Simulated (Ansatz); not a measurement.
ZnInGaO4 in space group R3m (No. 160; Pearson symbol hR7), plane-wave PAW PBEsol (Ansatz code). The conduction-band minimum lies at Γ, with 1 equivalent valley. Second derivatives d²E/dk² of the lowest band at one valley (eV·Å²), along Cartesian directions:

| direction | d²E/dk² |
|---|---|
| [100] | 39.60 |
| [010] | 39.60 |
| [001] | 42.06 |
| [110] | 39.60 |
| [101] | 40.83 |
| [011] | 40.82 |

Task: Find the principal effective masses, the density-of-states mass and the conductivity mass.

Result: Off-diagonal terms follow from H_xy = H[110] − (H_xx + H_yy)/2, and m*/mₑ = 7.620 eV·Å² over each eigenvalue: 0.18, 0.19, 0.19. One valley's DOS mass (m₁m₂m₃)^(1/3) = 0.19, conductivity mass 3/(Σ 1/mᵢ) = 0.19 mₑ.

Task: What effective density of states Nc follows at 300 K for parabolic valleys?

Result: Nc = 2.509e19 × 1 × (0.19)^(3/2) ≈ 2.1e18 cm⁻³.

Task: With the computed static dielectric constant 11.5 (mean of the diagonal), estimate a hydrogenic donor's binding energy and radius.

Result: E = 13.606 eV × 0.19/11.5² ≈ 20 meV; a = 0.529 Å × ε/m* ≈ 32 Å. Semilocal masses tend to be too small when the gap is underestimated.

The cell was relaxed with PBEsol under the symmetry of its start. Scalar-relativistic: spin–orbit coupling is off unless named, which matters more the heavier the elements.

Potentials: the later of the program's two PAW sets.
